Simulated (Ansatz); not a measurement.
Here is an unrelaxed guess for LiTe₃P₄.

```
Li Te P
1.0
     6.13564    0.00000    0.00000
     0.00000    6.13564    0.00000
     0.00000    0.00000    6.13564
Li Te P
1 3 4
Cartesian
  3.0678 3.0678 3.0678
  0.0000 3.0678 3.0678
  3.0678 0.0000 3.0678
  3.0678 3.0678 0.0000
  3.0678 0.0000 0.0000
  0.0000 3.0678 0.0000
  0.0000 0.0000 3.0678
  0.0000 0.0000 0.0000
```

The calculation used DFT PBE, scalar-relativistic, plane waves, PAW (Ansatz 0.2.0). Plane waves to 420 eV, a k mesh through Γ of 4×4×4 on the computed 8-atom cell and Gaussian smearing (0.10 eV); no spin polarisation.

Energies over the elements count from the elements' standard structures at the same level, with no fitted energy shifts. The references include black phosphorus.

Question: How far from equilibrium is it?

Answer: The pressure is -10.2 GPa (it wants to contract), the largest force is 0.00 eV/Å (symmetry fixes the atoms), and the energy is +0.44 eV/atom against the elements. The shortest distance is 3.07 Å.

Question: How much does it gain on relaxing, and where does it end?

Answer: Relaxing gains about 0.32 eV/atom (the start's value is from the coarse mesh, so the gain is rough) in 9 ionic steps and ends at +0.12 eV/atom on the finer mesh. The symmetry stays Pm-3m (No. 221). The volume per atom shrinks by 26.7 %, from 28.9 to 21.2 Å³. The shortest distance goes from 3.07 Å (Li–Te, Te–P and P–P) to 2.77 Å (Li–Te, Te–P and P–P). Conventional cell: a = 5.533 Å. Li is surrounded by 6 Te at 2.77 Å; around Te lie 2 Li at 2.77 Å and 4 P at 2.77 Å; P on a site of symmetry 4/mmm is surrounded by 2 P at 2.77 Å and 4 Te at 2.77 Å; 1 more site not described.

The last run used an 8×8×8 mesh for its 8-atom cell and Gaussian smearing of 0.10 eV. These runs have no spin–orbit coupling, which can matter for Te. An odd number of electrons in the primitive cell allows no gap without spin; a larger cell or a magnetic state could open one. The cell is a metal run without spin; a magnetic state may lie lower. The reference forms of P and Te are held partly by dispersion forces, which this level lacks. The relaxation can't lower the symmetry of the start. A structure relaxed within its symmetry needn't be a true minimum.
